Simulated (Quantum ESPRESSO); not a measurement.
Band energies of SrAlSi

```
SrAlSi
1.0
    4.24978     0.00000     0.00000
   -2.12489     3.68042     0.00000
    0.00000     0.00000     4.77950
Al Si Sr
1 1 1
Direct
  0.66667   0.33333   0.50000
  0.33333   0.66667   0.50000
  0.00000   0.00000   0.00000
```

LDA (pw.x of Quantum ESPRESSO, ONCV potentials, without SOC); path ΓMKΓALHA,LM,KH; energies in eV from the Fermi level.

```csv
k (1/Å),point,band 4,band 5,band 6,band 7,band 8,band 9,band 10,band 11
0.00,Γ,-17.28,-9.71,-1.74,-1.33,-1.33,-0.46,0.80,2.42
0.37,,-17.30,-9.24,-3.52,-1.70,-1.68,-0.01,1.12,3.02
0.73,,-17.33,-8.11,-5.75,-2.11,-1.51,-0.55,1.50,2.35
0.85,M,-17.33,-7.92,-6.02,-2.14,-1.49,-0.62,1.38,2.58
1.22,,-17.40,-7.67,-5.77,-3.99,-1.14,0.12,1.59,2.54
1.35,K,-17.40,-7.60,-5.74,-4.22,-1.03,-0.09,1.99,2.48
1.57,,-17.38,-7.96,-5.47,-3.72,-1.29,0.48,1.51,2.11
2.00,,-17.30,-9.33,-3.18,-1.84,-1.69,0.06,1.80,1.91
2.33,Γ,-17.28,-9.71,-1.74,-1.33,-1.33,-0.46,0.80,2.42
2.66,,-17.28,-9.45,-3.29,-1.17,-1.17,0.93,1.49,1.64
2.99,A,-17.28,-9.14,-4.19,-0.99,-0.99,1.25,1.25,1.31
3.10,,-17.28,-9.11,-4.14,-1.36,-1.11,1.18,1.43,1.76
3.42,,-17.30,-8.72,-3.69,-3.39,-1.95,0.43,0.94,3.23
3.84,L,-17.32,-7.99,-5.53,-2.48,-1.88,-1.21,0.79,3.53
4.14,,-17.37,-7.81,-5.68,-3.21,-1.72,-0.98,2.49,2.56
4.34,H,-17.41,-7.67,-5.84,-3.46,-1.60,-0.85,2.04,3.96
4.51,,-17.38,-7.86,-5.57,-3.29,-1.89,-0.75,2.45,3.25
4.78,,-17.32,-8.49,-4.31,-2.97,-2.58,0.01,2.10,2.78
5.05,,-17.29,-8.97,-3.86,-2.49,-1.60,1.26,1.38,1.83
5.32,A,-17.28,-9.14,-4.19,-0.99,-0.99,1.25,1.25,1.31
5.32,L,-17.32,-7.99,-5.53,-2.48,-1.88,-1.21,0.79,3.53
5.60,,-17.33,-7.96,-5.75,-2.35,-1.67,-0.72,0.24,3.75
5.98,M,-17.33,-7.92,-6.02,-2.14,-1.49,-0.62,1.38,2.58
5.98,K,-17.40,-7.60,-5.74,-4.22,-1.03,-0.09,1.99,2.48
6.20,,-17.42,-7.62,-5.76,-4.05,-1.21,-0.37,2.63,3.02
6.64,H,-17.41,-7.67,-5.84,-3.46,-1.60,-0.85,2.04,3.96
```

A metal at this level: along this path band 9 crosses the Fermi level.

Geometry of the Materials Project entry, not relaxed at this level.

The structure is a Materials Project entry; no match was found in the copy of COD used, and its stability was not checked.
